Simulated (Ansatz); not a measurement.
GaN:
```cif
data_Ga4N4
_chemical_formula_sum 'N4 Ga4'
_space_group_name_H-M_alt 'F-43m'
_space_group_IT_number 216
_space_group_name_Hall 'F -4 2 3'
_cell_length_a 4.45537
_cell_length_b 4.45537
_cell_length_c 4.45537
_cell_angle_alpha 90.000
_cell_angle_beta 90.000
_cell_angle_gamma 90.000
loop_
_atom_site_label
_atom_site_type_symbol
_atom_site_symmetry_multiplicity
_atom_site_Wyckoff_symbol
_atom_site_fract_x
_atom_site_fract_y
_atom_site_fract_z
_atom_site_occupancy
N1 N 4 c 0.25000 0.25000 0.25000 1
Ga1 Ga 4 a 0.00000 0.00000 0.00000 1
```
(The calculation used a cell of 2 atoms; values per cell refer to that cell.)

Relaxed with LDA.

### Question
Give the optical modes at the zone centre with their infrared and Raman activity from DFPT, the program Ansatz at the LDA level (PAW).

### Answer
Transverse frequencies, without the LO–TO term; a row sums one degenerate level.

```tsv
ω (cm⁻¹)	degeneracy	IR ((D/Å)²/amu)	Raman (Å⁴/amu)	activity	symmetry
553	3	41.16	27	IR+Raman	T2
```

### Question
How high does the top mode go among those that the LO–TO term moves?

### Answer
731 cm⁻¹ for q along x.

Symmetry was held in the LDA relaxation; phonons on a q-mesh show no instability.

Potentials: the later of the program's two PAW sets.
